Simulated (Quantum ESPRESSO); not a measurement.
# Al6WCu: one run as intended and one with a planted mistake

Simulated, not a measurement. The program is pw.x of Quantum ESPRESSO 7.5 (plane-wave density functional theory). The cell is made up: eight metal atoms on a hexagonal close-packed lattice, with elements, volume, strain and displacements drawn at random and not relaxed, so it may be unstable or far from any real phase. PseudoDojo standard norm-conserving files set the functional (PBE unless stated); there is no spin polarisation or spin-orbit coupling, the Fermi-Dirac width of 0.25 eV means electrons at about 2900 K, and the masses in the input are unused placeholders. The copper pseudopotential is less sure than most, with forces differing by about three percent and pressure by about two GPa from a second method on plain copper. Heavy elements are run without spin-orbit coupling, which real alloys of them have. A spin test at this wide smearing found no moment, but such smearing suppresses magnetism that the real alloy may have.

Intended input:

```
&control calculation='scf', pseudo_dir='./dojo.nc.sr.pbe.v0_5.standard.upf', outdir='./o', disk_io='minimal', tprnfor=.true., tstress=.true. /
&system ibrav=0, nat=8, ntyp=3, nbnd=35, ecutwfc=92.02030273, nosym=.true., tot_charge=0,
 occupations='smearing', smearing='fd', degauss=0.0183746611
/
&electrons conv_thr=1.470e-08, electron_maxstep=70, mixing_beta=0.5 /
ATOMIC_SPECIES
Al 1.0 Al.upf
Cu 1.0 Cu.upf
W 1.0 W.upf
CELL_PARAMETERS angstrom
2.8101 -0.0009 0.0091
1.3906 -2.4876 -4.6268
1.3875 7.3551 -4.5717
ATOMIC_POSITIONS angstrom
Al -0.024 -0.0074 -0.0743
Al 1.4149 2.4603 -4.6291
W 1.4004 -0.8564 -2.1586
Al 2.7701 1.6858 -6.9308
Al 2.8449 4.886 -4.6795
Al 2.8636 0.066 -4.6498
Cu 2.7371 1.7096 -2.363
Al 4.0606 4.009 -6.9719
K_POINTS automatic
10 5 3 1 1 1
```

The log is shortened where brackets say so; the opening notice, blank lines, dates and the lines on written files are dropped, and the path of the files is cut. It prints rydbergs, bohrs and kilobars, and counts compression as positive stress. Its total energy is the free energy E - TS of the whole cell.

Log of the intended run:

```
     Program PWSCF v.7.5
     Parallel version (MPI & OpenMP), running on       4 processor cores
     Number of MPI processes:                 4
     Threads/MPI process:                     1
     [start-up lines left out]
     bravais-lattice index     =            0
     lattice parameter (alat)  =       5.3103  a.u.
     unit-cell volume          =     861.8426 (a.u.)^3
     number of atoms/cell      =            8
     number of atomic types    =            3
     number of electrons       =        51.00
     number of Kohn-Sham states=           35
     kinetic-energy cutoff     =      92.0203  Ry
     charge density cutoff     =     368.0812  Ry
     scf convergence threshold =      1.5E-08
     mixing beta               =       0.5000
     number of iterations used =            8  plain     mixing
     Exchange-correlation= PBE
                           (   1   4   3   4   0   0   0)
     [axes and pseudopotential details left out]
   Cartesian axes
     site n.     atom                  positions (alat units)
         1        Al     tau(   1) = (  -0.0085406  -0.0026333  -0.0264402  )
         2        Al     tau(   2) = (   0.5035025   0.8755158  -1.6472992  )
         3        W      tau(   3) = (   0.4983426  -0.3047562  -0.7681536  )
         4        Al     tau(   4) = (   0.9857604   0.5999043  -2.4663760  )
         5        Al     tau(   5) = (   1.0123785   1.7387190  -1.6652344  )
         6        Al     tau(   6) = (   1.0190331   0.0234866  -1.6546655  )
         7        Cu     tau(   7) = (   0.9740171   0.6083737  -0.8408909  )
         8        Al     tau(   8) = (   1.4449943   1.4266321  -2.4810018  )
     number of k points=    75  Fermi-Dirac smearing, width (Ry)=  0.0184
                       cart. coord. in units 2pi/alat
        k(    1) = (   0.0501880   0.0193631  -0.0560620), wk =   0.0266667
        k(    2) = (   0.0497949  -0.1715459   0.0464621), wk =   0.0266667
     [further k points left out]
     Dense  grid:   102825 G-vectors     FFT dimensions: (  36,  64, 108)
     Estimated max dynamical RAM per process >     273.15 MB
     Estimated total dynamical RAM >    1017.28 MB
     Initial potential from superposition of free atoms
     starting charge      50.9845, renormalised to      51.0000
     Starting wfcs are   44 randomized atomic wfcs
     total cpu time spent up to now is        4.7 secs
     per-process dynamical memory:   218.6 Mb
     Self-consistent Calculation
     iteration #  1     ecut=    92.02 Ry     beta= 0.50
     Davidson diagonalization with overlap
     ethr =  1.00E-02,  avg # of iterations =  3.7
     total cpu time spent up to now is       15.5 secs
     total energy              =    -551.51636030 Ry
     estimated scf accuracy    <      10.49336451 Ry
     iteration #  2     ecut=    92.02 Ry     beta= 0.50
     Davidson diagonalization with overlap
     ethr =  1.00E-02,  avg # of iterations =  3.4
     total cpu time spent up to now is       27.1 secs
     total energy              =    -551.91468131 Ry
     estimated scf accuracy    <      84.62821310 Ry
     [iterations 3 to 16 left out]
     iteration # 17     ecut=    92.02 Ry     beta= 0.50
     Davidson diagonalization with overlap
     ethr =  2.74E-10,  avg # of iterations =  1.0
     total cpu time spent up to now is      164.1 secs
     total energy              =    -558.72782241 Ry
     estimated scf accuracy    <       0.00000004 Ry
     iteration # 18     ecut=    92.02 Ry     beta= 0.50
     Davidson diagonalization with overlap
     ethr =  7.95E-11,  avg # of iterations =  2.0
     total cpu time spent up to now is      172.2 secs
     End of self-consistent calculation
     [lines on levels left out]
!    total energy              =    -558.72782242 Ry
     estimated scf accuracy    <          6.5E-10 Ry
     smearing contrib. (-TS)   =      -0.05246560 Ry
     internal energy E=F+TS    =    -558.67535682 Ry
     The total energy is F=E-TS. E is the sum of the following terms:
     one-electron contribution =    -509.77502783 Ry
     hartree contribution      =     273.95151451 Ry
     xc contribution           =     -92.72980365 Ry
     ewald contribution        =    -230.12203985 Ry
     convergence has been achieved in  18 iterations
     Forces acting on atoms (cartesian axes, Ry/au):
     atom    1 type  1   force =     0.00190649    0.03196523    0.01322940
     atom    2 type  1   force =    -0.00094224    0.00541963    0.02315317
     atom    3 type  3   force =    -0.00440124   -0.01174525   -0.07395559
     atom    4 type  1   force =    -0.00182799   -0.03539282   -0.01254335
     atom    5 type  1   force =    -0.00661648   -0.00922211    0.01654601
     atom    6 type  1   force =    -0.00550476   -0.02071208    0.02886059
     atom    7 type  2   force =     0.00323203    0.00169293    0.00309997
     atom    8 type  1   force =     0.01415420    0.03799447    0.00160979
     Total force =     0.110323     Total SCF correction =     0.000052
     Computing stress (Cartesian axis) and pressure
          total   stress  (Ry/bohr**3)                   (kbar)     P=      -26.85
  -0.00005337   0.00000662   0.00001407           -7.85        0.97        2.07
   0.00000662  -0.00027730  -0.00004739            0.97      -40.79       -6.97
   0.00001407  -0.00004739  -0.00021684            2.07       -6.97      -31.90
     init_run     :      4.43s CPU      4.63s WALL (       1 calls)
     electrons    :    166.80s CPU    167.58s WALL (       1 calls)
     forces       :      1.74s CPU      1.76s WALL (       1 calls)
     stress       :      6.02s CPU      6.02s WALL (       1 calls)
     [timing details left out]
     PWSCF        :   2m59.06s CPU   3m 0.11s WALL
     JOB DONE.
```

A second run has one planted mistake: one coordinate of one atom is wrong. The input lines that differ:

```
- Al 4.0606 4.009 -6.9719
+ Al 4.0606 4.009 -6.8519
```

Its log:

```
     Program PWSCF v.7.5
     Parallel version (MPI & OpenMP), running on       4 processor cores
     Number of MPI processes:                 4
     Threads/MPI process:                     1
     [start-up lines left out]
     bravais-lattice index     =            0
     lattice parameter (alat)  =       5.3103  a.u.
     unit-cell volume          =     861.8426 (a.u.)^3
     number of atoms/cell      =            8
     number of atomic types    =            3
     number of electrons       =        51.00
     number of Kohn-Sham states=           35
     kinetic-energy cutoff     =      92.0203  Ry
     charge density cutoff     =     368.0812  Ry
     scf convergence threshold =      1.5E-08
     mixing beta               =       0.5000
     number of iterations used =            8  plain     mixing
     Exchange-correlation= PBE
                           (   1   4   3   4   0   0   0)
     [axes and pseudopotential details left out]
   Cartesian axes
     site n.     atom                  positions (alat units)
         1        Al     tau(   1) = (  -0.0085406  -0.0026333  -0.0264402  )
         2        Al     tau(   2) = (   0.5035025   0.8755158  -1.6472992  )
         3        W      tau(   3) = (   0.4983426  -0.3047562  -0.7681536  )
         4        Al     tau(   4) = (   0.9857604   0.5999043  -2.4663760  )
         5        Al     tau(   5) = (   1.0123785   1.7387190  -1.6652344  )
         6        Al     tau(   6) = (   1.0190331   0.0234866  -1.6546655  )
         7        Cu     tau(   7) = (   0.9740171   0.6083737  -0.8408909  )
         8        Al     tau(   8) = (   1.4449943   1.4266321  -2.4382989  )
     number of k points=    75  Fermi-Dirac smearing, width (Ry)=  0.0184
                       cart. coord. in units 2pi/alat
        k(    1) = (   0.0501880   0.0193631  -0.0560620), wk =   0.0266667
        k(    2) = (   0.0497949  -0.1715459   0.0464621), wk =   0.0266667
     [further k points left out]
     Dense  grid:   102825 G-vectors     FFT dimensions: (  36,  64, 108)
     Estimated max dynamical RAM per process >     273.15 MB
     Estimated total dynamical RAM >    1017.28 MB
     Initial potential from superposition of free atoms
     starting charge      50.9845, renormalised to      51.0000
     Starting wfcs are   44 randomized atomic wfcs
     total cpu time spent up to now is        4.7 secs
     per-process dynamical memory:   218.6 Mb
     Self-consistent Calculation
     iteration #  1     ecut=    92.02 Ry     beta= 0.50
     Davidson diagonalization with overlap
     ethr =  1.00E-02,  avg # of iterations =  3.8
     total cpu time spent up to now is       15.7 secs
     total energy              =    -551.50250209 Ry
     estimated scf accuracy    <      10.51241094 Ry
     iteration #  2     ecut=    92.02 Ry     beta= 0.50
     Davidson diagonalization with overlap
     ethr =  1.00E-02,  avg # of iterations =  3.4
     total cpu time spent up to now is       27.2 secs
     total energy              =    -551.92864985 Ry
     estimated scf accuracy    <      84.19680278 Ry
     [iterations 3 to 16 left out]
     iteration # 17     ecut=    92.02 Ry     beta= 0.50
     Davidson diagonalization with overlap
     ethr =  1.94E-10,  avg # of iterations =  1.1
     total cpu time spent up to now is      166.2 secs
     total energy              =    -558.72500211 Ry
     estimated scf accuracy    <       0.00000004 Ry
     iteration # 18     ecut=    92.02 Ry     beta= 0.50
     Davidson diagonalization with overlap
     ethr =  7.18E-11,  avg # of iterations =  2.0
     total cpu time spent up to now is      174.4 secs
     End of self-consistent calculation
     [lines on levels left out]
!    total energy              =    -558.72500211 Ry
     estimated scf accuracy    <          2.0E-10 Ry
     smearing contrib. (-TS)   =      -0.05265394 Ry
     internal energy E=F+TS    =    -558.67234817 Ry
     The total energy is F=E-TS. E is the sum of the following terms:
     one-electron contribution =    -509.56597533 Ry
     hartree contribution      =     273.84291643 Ry
     xc contribution           =     -92.73450552 Ry
     ewald contribution        =    -230.21478375 Ry
     convergence has been achieved in  18 iterations
     Forces acting on atoms (cartesian axes, Ry/au):
     atom    1 type  1   force =     0.00285931    0.03023718    0.02122887
     atom    2 type  1   force =    -0.00066877    0.00121004    0.02800293
     atom    3 type  3   force =    -0.00432751   -0.01176726   -0.07187235
     atom    4 type  1   force =    -0.00182438   -0.03458341   -0.01415052
     atom    5 type  1   force =    -0.00954287   -0.00284986    0.03210597
     atom    6 type  1   force =    -0.00552931   -0.02097603    0.02887905
     atom    7 type  2   force =     0.00324055    0.00217151    0.00248769
     atom    8 type  1   force =     0.01579298    0.03655783   -0.02668165
     Total force =     0.116771     Total SCF correction =     0.000052
     Computing stress (Cartesian axis) and pressure
          total   stress  (Ry/bohr**3)                   (kbar)     P=      -25.36
  -0.00003813   0.00000495   0.00000405           -5.61        0.73        0.60
   0.00000495  -0.00026595  -0.00001585            0.73      -39.12       -2.33
   0.00000405  -0.00001585  -0.00021311            0.60       -2.33      -31.35
     init_run     :      4.49s CPU      4.69s WALL (       1 calls)
     electrons    :    168.27s CPU    169.70s WALL (       1 calls)
     forces       :      1.76s CPU      1.78s WALL (       1 calls)
     stress       :      6.13s CPU      6.16s WALL (       1 calls)
     [timing details left out]
     PWSCF        :   3m 0.71s CPU   3m 2.44s WALL
     JOB DONE.
```

|  | intended run | run with the mistake |
| --- | --- | --- |
| free energy (eV) | -7601.879 | -7601.841 |
| entropy term -TS, part of it (eV) | -0.714 | -0.716 |
| pressure (GPa) | -2.68 | -2.54 |
| size of the largest force component (eV/Å) | 1.901 | 1.848 |
| largest change of a force component (eV/Å) |  | 0.727 |
| iterations | 18 | 18 |

For scale, a rerun of the intended cell at a higher cutoff and on a denser mesh moved values by no more than 0.008 eV in energy, 0.15 GPa in stress and 0.018 eV/Å in force, and a second program with other atomic files agreed on that cell to 2 % rms in force and 0.5 GPa in pressure.